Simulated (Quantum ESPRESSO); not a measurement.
Si2GaO5F, finding a planted mistake in a log

Computed values, not a measurement. The program is pw.x of Quantum ESPRESSO 7.5 (plane-wave density functional theory). The cell is made up: 9 atoms on a quartz lattice, with randomly drawn elements, strain and displacements, not relaxed. PseudoDojo standard norm-conserving files (v0.5 for PBE, v0.4.1 for LDA and PBEsol) set the functional; there is no spin polarisation, spin-orbit coupling or dispersion term, and the masses in the input are unused placeholders.

Intended input:

```
&control calculation='scf', pseudo_dir='./dojo.nc.sr.pbe.v0_5.standard.upf', outdir='./o', disk_io='low', tprnfor=.true., tstress=.true. /
&system ibrav=0, nat=9, ntyp=4, nbnd=35, ecutwfc=84.00895049, nosym=.true., tot_charge=0,
 occupations='smearing', smearing='fd', degauss=0.0018374661
/
&electrons conv_thr=7.350e-09, electron_maxstep=60, /
ATOMIC_SPECIES
F 1.0 F.upf
Ga 1.0 Ga.upf
O 1.0 O.upf
Si 1.0 Si.upf
CELL_PARAMETERS angstrom
5.0648 -0.0409 0.0193
-2.5678 4.4336 -0.0866
0.0212 -0.0975 5.5103
ATOMIC_POSITIONS angstrom
Si 2.2855 -0.0031 3.7187
Si -1.3282 1.9443 1.8906
Ga 1.3463 2.2974 -0.1229
O 1.3418 1.0937 4.2258
O 3.3418 0.6121 2.5775
O 2.7361 2.5861 0.4952
F 0.2184 1.6747 1.1378
O -1.1795 3.185 3.0405
O 0.8701 3.7948 4.6396
K_POINTS automatic
5 5 4 1 1 1
```

The log is shortened where brackets say so; the opening notice, blank lines, dates and the lines on written files are dropped, and the path of the files is cut. It prints rydbergs, bohrs and kilobars, and counts compression as positive stress. Where no state is partly filled, the Fermi energy that it prints is only some level between the filled and the empty states on the mesh, and need not lie in the true gap.

Log of the intended run:

```
     Program PWSCF v.7.5
     Parallel version (MPI & OpenMP), running on       4 processor cores
     Number of MPI processes:                 4
     Threads/MPI process:                     1
     [start-up lines left out]
     bravais-lattice index     =            0
     lattice parameter (alat)  =       9.5715  a.u.
     unit-cell volume          =     830.8350 (a.u.)^3
     number of atoms/cell      =            9
     number of atomic types    =            4
     number of electrons       =        58.00
     number of Kohn-Sham states=           35
     kinetic-energy cutoff     =      84.0090  Ry
     charge density cutoff     =     336.0358  Ry
     scf convergence threshold =      7.3E-09
     mixing beta               =       0.7000
     number of iterations used =            8  plain     mixing
     Exchange-correlation= PBE
                           (   1   4   3   4   0   0   0)
     [axes and pseudopotential details left out]
   Cartesian axes
     site n.     atom                  positions (alat units)
         1        Si     tau(   1) = (   0.4512338  -0.0006120   0.7341952  )
         2        Si     tau(   2) = (  -0.2622309   0.3838695   0.3732674  )
         3        Ga     tau(   3) = (   0.2658044   0.4535832  -0.0242646  )
         4        O      tau(   4) = (   0.2649160   0.2159328   0.8343136  )
         5        O      tau(   5) = (   0.6597826   0.1208489   0.5088843  )
         6        O      tau(   6) = (   0.5401972   0.5105822   0.0977690  )
         7        F      tau(   7) = (   0.0431194   0.3306415   0.2246396  )
         8        O      tau(   8) = (  -0.2328726   0.6288250   0.6002959  )
         9        O      tau(   9) = (   0.1717867   0.7492199   0.9160115  )
     number of k points=    50  Fermi-Dirac smearing, width (Ry)=  0.0018
                       cart. coord. in units 2pi/alat
        k(    1) = (   0.1009692   0.1750166   0.1176068), wk =   0.0400000
        k(    2) = (   0.1001255   0.1790180   0.3474779), wk =   0.0400000
     [further k points left out]
     Dense  grid:    86409 G-vectors     FFT dimensions: (  60,  60,  64)
     Estimated max dynamical RAM per process >     191.45 MB
     Estimated total dynamical RAM >     702.51 MB
     Initial potential from superposition of free atoms
     starting charge      57.9961, renormalised to      58.0000
     Starting wfcs are   41 randomized atomic wfcs
     total cpu time spent up to now is        2.7 secs
     per-process dynamical memory:   146.9 Mb
     Self-consistent Calculation
     iteration #  1     ecut=    84.01 Ry     beta= 0.70
     Davidson diagonalization with overlap
     ethr =  1.00E-02,  avg # of iterations =  3.0
     total cpu time spent up to now is        7.1 secs
     total energy              =    -383.88580980 Ry
     estimated scf accuracy    <       2.46308463 Ry
     iteration #  2     ecut=    84.01 Ry     beta= 0.70
     Davidson diagonalization with overlap
     ethr =  4.25E-03,  avg # of iterations =  2.5
     total cpu time spent up to now is       11.3 secs
     total energy              =    -384.50188044 Ry
     estimated scf accuracy    <       2.23593973 Ry
     [iterations 3 to 9 left out]
     iteration # 10     ecut=    84.01 Ry     beta= 0.70
     Davidson diagonalization with overlap
     ethr =  7.18E-10,  avg # of iterations =  2.0
     total cpu time spent up to now is       42.9 secs
     total energy              =    -384.94987083 Ry
     estimated scf accuracy    <       0.00000005 Ry
     iteration # 11     ecut=    84.01 Ry     beta= 0.70
     Davidson diagonalization with overlap
     ethr =  8.44E-11,  avg # of iterations =  2.1
     total cpu time spent up to now is       46.7 secs
     End of self-consistent calculation
     [lines on levels left out]
     the Fermi energy is     4.2169 ev
!    total energy              =    -384.94987084 Ry
     estimated scf accuracy    <          2.2E-09 Ry
     smearing contrib. (-TS)   =       0.00000000 Ry
     internal energy E=F+TS    =    -384.94987084 Ry
     The total energy is F=E-TS. E is the sum of the following terms:
     one-electron contribution =    -239.29731827 Ry
     hartree contribution      =     155.16230182 Ry
     xc contribution           =    -101.99927977 Ry
     ewald contribution        =    -198.81557462 Ry
     convergence has been achieved in  11 iterations
     Forces acting on atoms (cartesian axes, Ry/au):
     atom    1 type  4   force =     0.12477597   -0.14343861    0.02330336
     atom    2 type  4   force =    -0.02343590    0.26049721   -0.12522170
     atom    3 type  2   force =    -0.27743407    0.18340859   -0.06951452
     atom    4 type  3   force =    -0.07249576   -0.14402779   -0.18381234
     atom    5 type  3   force =    -0.05337089   -0.11110549    0.01722684
     atom    6 type  3   force =     0.48785268    0.00580264    0.33409508
     atom    7 type  1   force =    -0.11581513   -0.02559298    0.10170994
     atom    8 type  3   force =     0.00198862   -0.06220922   -0.09309520
     atom    9 type  3   force =    -0.07206552    0.03666564   -0.00469146
     Total force =     0.839440     Total SCF correction =     0.000167
     Computing stress (Cartesian axis) and pressure
          total   stress  (Ry/bohr**3)                   (kbar)     P=      139.48
   0.00116634   0.00053347  -0.00008253          171.58       78.48      -12.14
   0.00053347   0.00097100   0.00054485           78.48      142.84       80.15
  -0.00008253   0.00054485   0.00070712          -12.14       80.15      104.02
     init_run     :      2.48s CPU      2.57s WALL (       1 calls)
     electrons    :     43.80s CPU     44.02s WALL (       1 calls)
     forces       :      0.79s CPU      0.79s WALL (       1 calls)
     stress       :      2.61s CPU      2.62s WALL (       1 calls)
     [timing details left out]
     PWSCF        :     49.81s CPU     50.15s WALL
     JOB DONE.
```

A second run was made from an input with one planted mistake. Its log:

```
     Program PWSCF v.7.5
     Parallel version (MPI & OpenMP), running on       4 processor cores
     Number of MPI processes:                 4
     Threads/MPI process:                     1
     [start-up lines left out]
     bravais-lattice index     =            0
     lattice parameter (alat)  =       9.5715  a.u.
     unit-cell volume          =     830.8350 (a.u.)^3
     number of atoms/cell      =            9
     number of atomic types    =            4
     number of electrons       =        57.00
     number of Kohn-Sham states=           35
     kinetic-energy cutoff     =      84.0090  Ry
     charge density cutoff     =     336.0358  Ry
     scf convergence threshold =      7.3E-09
     mixing beta               =       0.7000
     number of iterations used =            8  plain     mixing
     Exchange-correlation= PBE
                           (   1   4   3   4   0   0   0)
     [axes and pseudopotential details left out]
   Cartesian axes
     site n.     atom                  positions (alat units)
         1        Si     tau(   1) = (   0.4512338  -0.0006120   0.7341952  )
         2        Si     tau(   2) = (  -0.2622309   0.3838695   0.3732674  )
         3        Ga     tau(   3) = (   0.2658044   0.4535832  -0.0242646  )
         4        O      tau(   4) = (   0.2649160   0.2159328   0.8343136  )
         5        O      tau(   5) = (   0.6597826   0.1208489   0.5088843  )
         6        O      tau(   6) = (   0.5401972   0.5105822   0.0977690  )
         7        F      tau(   7) = (   0.0431194   0.3306415   0.2246396  )
         8        O      tau(   8) = (  -0.2328726   0.6288250   0.6002959  )
         9        O      tau(   9) = (   0.1717867   0.7492199   0.9160115  )
     number of k points=    50  Fermi-Dirac smearing, width (Ry)=  0.0018
                       cart. coord. in units 2pi/alat
        k(    1) = (   0.1009692   0.1750166   0.1176068), wk =   0.0400000
        k(    2) = (   0.1001255   0.1790180   0.3474779), wk =   0.0400000
     [further k points left out]
     Dense  grid:    86409 G-vectors     FFT dimensions: (  60,  60,  64)
     Estimated max dynamical RAM per process >     191.45 MB
     Estimated total dynamical RAM >     702.51 MB
     Initial potential from superposition of free atoms
     starting charge      57.9961, renormalised to      57.0000
     Starting wfcs are   41 randomized atomic wfcs
     total cpu time spent up to now is        3.0 secs
     per-process dynamical memory:   146.9 Mb
     Self-consistent Calculation
     iteration #  1     ecut=    84.01 Ry     beta= 0.70
     Davidson diagonalization with overlap
     ethr =  1.00E-02,  avg # of iterations =  3.0
     total cpu time spent up to now is        7.8 secs
     total energy              =    -383.94510236 Ry
     estimated scf accuracy    <       2.81448367 Ry
     iteration #  2     ecut=    84.01 Ry     beta= 0.70
     Davidson diagonalization with overlap
     ethr =  4.94E-03,  avg # of iterations =  2.2
     total cpu time spent up to now is       12.3 secs
     total energy              =    -384.51938972 Ry
     estimated scf accuracy    <       2.79747233 Ry
     [iterations 3 to 15 left out]
     iteration # 16     ecut=    84.01 Ry     beta= 0.70
     Davidson diagonalization with overlap
     ethr =  2.77E-11,  avg # of iterations =  2.6
     total cpu time spent up to now is       64.5 secs
     total energy              =    -385.13586719 Ry
     estimated scf accuracy    <          7.8E-09 Ry
     iteration # 17     ecut=    84.01 Ry     beta= 0.70
     Davidson diagonalization with overlap
     ethr =  1.37E-11,  avg # of iterations =  1.0
     total cpu time spent up to now is       67.8 secs
     End of self-consistent calculation
     [lines on levels left out]
     the Fermi energy is     2.1099 ev
!    total energy              =    -385.13586719 Ry
     estimated scf accuracy    <          8.6E-11 Ry
     smearing contrib. (-TS)   =      -0.00187398 Ry
     internal energy E=F+TS    =    -385.13399321 Ry
     The total energy is F=E-TS. E is the sum of the following terms:
     one-electron contribution =    -238.98656244 Ry
     hartree contribution      =     153.71485891 Ry
     xc contribution           =    -101.04671507 Ry
     ewald contribution        =    -198.81557462 Ry
     convergence has been achieved in  17 iterations
     Forces acting on atoms (cartesian axes, Ry/au):
     atom    1 type  4   force =     0.10464634   -0.11390122   -0.03761294
     atom    2 type  4   force =     0.00806123    0.23707957   -0.12874155
     atom    3 type  2   force =    -0.28685070    0.15074735   -0.03799680
     atom    4 type  3   force =    -0.07411485   -0.13147775   -0.16411893
     atom    5 type  3   force =    -0.05891269   -0.12532172    0.03436646
     atom    6 type  3   force =     0.48119214    0.01529778    0.31801927
     atom    7 type  1   force =    -0.11689574   -0.01727827    0.09415435
     atom    8 type  3   force =     0.00373508   -0.05168082   -0.07078042
     atom    9 type  3   force =    -0.06086083    0.03653509   -0.00728942
     Total force =     0.802022     Total SCF correction =     0.000014
     Computing stress (Cartesian axis) and pressure
          total   stress  (Ry/bohr**3)                   (kbar)     P=       19.68
   0.00030252   0.00040115  -0.00000741           44.50       59.01       -1.09
   0.00040115   0.00024450   0.00049224           59.01       35.97       72.41
  -0.00000741   0.00049224  -0.00014565           -1.09       72.41      -21.43
     init_run     :      2.77s CPU      2.87s WALL (       1 calls)
     electrons    :     64.71s CPU     64.90s WALL (       1 calls)
     forces       :      0.84s CPU      0.85s WALL (       1 calls)
     stress       :      2.77s CPU      2.77s WALL (       1 calls)
     [timing details left out]
     PWSCF        :   1m11.20s CPU   1m11.52s WALL
     JOB DONE.
```

Question: what was wrong in the second input?

Answer: the cell has the wrong charge. The input lines that differ, file-writing options aside:

```
- &system ibrav=0, nat=9, ntyp=4, nbnd=35, ecutwfc=84.00895049, nosym=.true., tot_charge=0,
+ &system ibrav=0, nat=9, ntyp=4, nbnd=35, ecutwfc=84.00895049, nosym=.true., tot_charge=1,
```

|  | intended run | run with the mistake |
| --- | --- | --- |
| free energy (eV) | -5237.510 | -5240.040 |
| smearing term -TS (eV) | 0.0000 | -0.0255 |
| pressure (GPa) | 13.95 | 1.97 |
| largest force component (eV/Å) | 12.543 | 12.372 |
| largest change of a force component (eV/Å) |  | 1.566 |
| iterations | 11 | 17 |

For scale, a rerun of the intended cell at 1437 eV and a 7 x 7 x 6 mesh moved values by no more than 0.003 eV in energy, 0.02 GPa in stress and 0.003 eV/Å in force. The charged cell sits in a uniform background, so its energy and stress rest on the program's zero of potential.